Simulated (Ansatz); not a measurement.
Pd (fcc, Cu type)

```
CELL_PARAMETERS angstrom
      0.00000     1.95572     1.95572
      1.95572     0.00000     1.95572
      1.95572     1.95572     0.00000
ATOMIC_POSITIONS crystal
  Pd 0.00000 0.00000 0.00000
```

The relaxed cell is deformed in two ways at once: its volume V is scaled, and at that volume it is stretched along z (the c axis of the conventional cell) so that c/a changes. Fractional atomic positions are held.

Method: r2SCAN (plane waves to 500 eV, PAW, scalar-relativistic; Ansatz, a quantum-chemistry and plane-wave program). k mesh 20×20×20 (Γ-centred), Fermi-Dirac smearing 0.05 eV. Stress and pressure are positive under compression. With partly filled bands, the response to shear is sensitive to the k mesh, so small differences along c/a are uncertain. Pd is run without spin polarisation. Pd was relaxed with its symmetry unable to fall. The PAW data are Ansatz's earlier set. 

```
σzz (GPa)             V/V₀ = 0.960  V/V₀ = 0.980  V/V₀ = 1.000  V/V₀ = 1.020  V/V₀ = 1.040
--------------------  ------------  ------------  ------------  ------------  ------------
(c/a)/(c/a)₀ = 0.920           ___           5.5           1.4          -2.1          -5.2
(c/a)/(c/a)₀ = 0.960           9.5           4.9           0.9          -2.6          -5.7
(c/a)/(c/a)₀ = 1.000           8.4           3.9           0.0          -3.4          -6.4
(c/a)/(c/a)₀ = 1.040           6.9           2.6          -1.2          -4.5          -7.4
(c/a)/(c/a)₀ = 1.080           5.5           1.3          -2.3          -5.5          -8.3
```

Q: Some entries are withheld; supply them.

A: 
- (c/a)/(c/a)₀ = 0.920, V/V₀ = 0.960: 10.1

(Under strain, the slope of the energy per volume gives the stress and its curvature an elastic modulus.)
